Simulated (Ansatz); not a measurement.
Te₄Mo₃:
```xyz
14
Lattice="5.1855 2.9939 3.9748 -5.1855 2.9939 3.9748 0.0000 -5.9877 3.9748" Properties=species:S:1:pos:R:3 pbc="T T T"
Te     0.0000     0.0000     3.3988
Te     0.0000     0.0000     8.5255
Te     1.3850     3.0771     6.9123
Te    -1.3850    -3.0771     5.0120
Te    -3.3574    -0.3391     6.9123
Te     3.3574     0.3391     5.0120
Te     1.9724    -2.7380     6.9123
Te    -1.9724     2.7380     5.0120
Mo     3.6469     3.1123     5.1079
Mo    -3.6469    -3.1123     6.8165
Mo    -4.5188     1.6021     5.1079
Mo     4.5188    -1.6021     6.8165
Mo     0.8719    -4.7144     5.1079
Mo    -0.8719     4.7144     6.8165
```

Relaxed with r²SCAN. Special points in fractions of this cell's reciprocal vectors: Γ (0.000, 0.000, 0.000); L (0.500, 0.000, 0.000); T (0.500, -0.500, 0.500); P0 (0.460, -0.540, 0.460); P2 (0.460, 0.460, 0.460); F (0.500, -0.500, 0.000).

Problem. List the band energies nearest the Fermi level at these points for the program Ansatz at the r²SCAN level (PAW).

Solution. In eV from the Fermi level; about four levels below and three above (degenerate sets whole), none deeper than 8.9 eV; points with the same levels are listed once.

```json
[
 {"k": "Γ", "below": "-0.58 -0.19 -0.19 -0.11", "above": "0.54 0.54 1.78 1.78"},
 {"k": "L", "below": "-0.63 -0.40 -0.22 -0.09", "above": "0.22 0.42 1.56"},
 {"k": "T", "below": "-0.76 -0.76 -0.65 -0.63 -0.63", "above": "0.28 0.28 1.69 1.69"},
 {"k": "P0", "below": "-0.78 -0.78 -0.64 -0.60 -0.60", "above": "0.29 0.29 1.68 1.68"},
 {"k": "F", "below": "-0.69 -0.58 -0.40 -0.31", "above": "0.12 0.39 1.46"}
]
```

Space group R-3. The workflow started from a Materials Project entry (that database holds measured and hypothetical structures alike); the Crystallography Open Database files this formula in space group No. 148, but the cells were not matched. Its standing as an ambient phase is unchecked. Symmetry was held in the r²SCAN relaxation; its stability against distortions is not shown here. No spin polarisation was allowed. Spin–orbit coupling is left out wherever it is not named.

Potentials: the later of the program's two PAW sets.
